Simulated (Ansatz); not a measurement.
Te (trigonal Se type), relaxed with r²SCAN (Ansatz, a program for electronic structure, plane waves, PAW): a = b = 4.6250 Å, c = 5.9028 Å, α = β = 90.00°, γ = 120.00°.

gap (eV): 0.55
B₀ by P(V) fit (GPa): 12.6
K_Hill (GPa): 15.9
G_Hill (GPa): 10.9
Θ_D (K): 136

Q: The same phase is relaxed and computed with r²SCAN+D4 in the same code. What are the cell and these values now?

A: a = b = 4.5175 Å, c = 5.9234 Å, α = β = 90.00°, γ = 120.00°.

gap (eV): 0.41
B₀ by P(V) fit (GPa): 17.2
K_Hill (GPa): 20.5
G_Hill (GPa): 14.2
Θ_D (K): 154

Weakly bound layers, chains or molecules computed without a dispersion correction, so cells and soft constants are ill determined: Te, trigonal Se type with r²SCAN. All cells were relaxed under the symmetry of their starts (and spin orders); stability against distortions was not tested throughout. Spin–orbit coupling is left out wherever it is not named.

Potentials: the later of the program's two PAW sets.

Ansatz is a plane-wave DFT program.
